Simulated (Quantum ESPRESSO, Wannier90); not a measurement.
# Wannierisation of In2SbAs (R3m)

```xyz
4
Lattice="-2.2698 3.9315 0.0000 -4.5397 0.0000 0.0000 -2.2698 1.3105 7.4014" Properties=species:S:1:pos:R:3 pbc="T T T"
In     0.0000     0.0000     0.1092
In     2.2698    -1.3105     3.5928
Sb    -2.2698     1.3105    -0.9321
As     0.0000     0.0000     2.7814
```

Structure: Materials Project mp-1223844, symmetrised, not relaxed again. Not found in the COD (Crystallography Open Database) copy used; not checked further. Method: PBEsol plane waves in Quantum ESPRESSO 7.5 (PseudoDojo norm-conserving files, 68 Ry, no spin polarisation, no spin-orbit coupling), Bloch states on a 6×6×6 mesh through Γ, Wannier90 4.0.1. Density: 8×8×8 mesh, cold smearing 0.01 Ry. Spin-orbit coupling is left out although heavy elements are present.

A tight-binding model is made by disentanglement and projection with no localisation steps (num_iter = 0), so the 16 orbitals stay atom-like: hydrogen-like In: s;p; Sb: s;p; As: s;p, axes along x, y, z; frozen window up to 1.50 eV relative to the Fermi level. It follows pw.x to 5.5 meV rms for states up to 1.0 eV relative to the Fermi level. Matrix elements depend on this choice of orbitals and windows.

The 20 largest hoppings ⟨m,0|H|n,R⟩ between different sites (one of each Hermitian pair; signs follow the real orbitals' lobes; the list may end inside a set of equal values):

```csv
m,n,R,distance of the centres (Å),t (eV)
As4 pz,In1 pz,0 0 0,3.09,2.322
Sb3 pz,In2 pz,1 1 -1,3.28,2.237
As4 py,In2 py,1 0 0,3.06,1.996
As4 pz,In1 s,0 0 0,2.85,1.964
As4 s,In1 pz,0 0 0,2.90,-1.851
Sb3 py,In1 py,1 0 0,3.19,1.837
Sb3 pz,In2 s,1 1 -1,3.07,1.810
As4 py,In2 s,1 0 0,2.86,-1.770
Sb3 s,In2 pz,1 1 -1,3.09,-1.760
Sb3 py,In1 s,1 0 0,3.01,-1.748
Sb3 s,In1 py,1 0 0,3.00,1.742
As4 s,In2 py,1 0 0,2.94,1.621
As4 px,In2 s,0 1 0,2.81,1.533
As4 px,In2 s,0 0 0,2.81,-1.533
Sb3 px,In1 s,0 1 0,2.94,1.514
Sb3 px,In1 s,0 0 0,2.94,-1.514
Sb3 s,In1 px,0 0 0,2.93,1.509
Sb3 s,In1 px,0 1 0,2.93,-1.509
As4 s,In2 px,0 0 0,2.86,1.404
As4 s,In2 px,0 1 0,2.86,-1.404
```
